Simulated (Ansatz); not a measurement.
ZrB₂:
```cif
data_B2Zr
_chemical_formula_sum 'Zr1 B2'
_space_group_name_H-M_alt 'P6/mmm'
_space_group_IT_number 191
_space_group_name_Hall '-P 6 2'
_cell_length_a 3.13285
_cell_length_b 3.13285
_cell_length_c 3.48867
_cell_angle_alpha 90.000
_cell_angle_beta 90.000
_cell_angle_gamma 120.000
loop_
_atom_site_label
_atom_site_type_symbol
_atom_site_symmetry_multiplicity
_atom_site_Wyckoff_symbol
_atom_site_fract_x
_atom_site_fract_y
_atom_site_fract_z
_atom_site_occupancy
Zr1 Zr 1 a 0.00000 0.00000 0.00000 1
B1 B 2 d 0.33333 0.66667 0.50000 1
```

Relaxed at zero pressure with LDA (plane waves, PAW; program Ansatz).

Q: The volume is lowered by 3 % and shape and atoms relax at that volume. What pressure results, and how do the axes share the change?

A: 8.4 GPa; a -1.0 %, b -1.0 %, c -1.1 %; the energy rises by 8 meV/atom.

Q: Give the new structure.

A: 
Space group P6/mmm (No. 191); a = b = 3.103 Å, c = 3.450 Å, α = β = 90.00°, γ = 120.00°

```
atom  site  symmetry       x       y       z
----  ----  --------  ------  ------  ------
Zr      1a     6/mmm  0.0000  0.0000  0.0000
B       2d      -6m2  0.3333  0.6667  0.5000
```

The phase is kept; no other phase was compared at this pressure.

The cell was relaxed with LDA under the symmetry of its start; of distortions, only those at the zone centre were tested. No spin polarisation was allowed.

Potentials: the later of the program's two PAW sets.
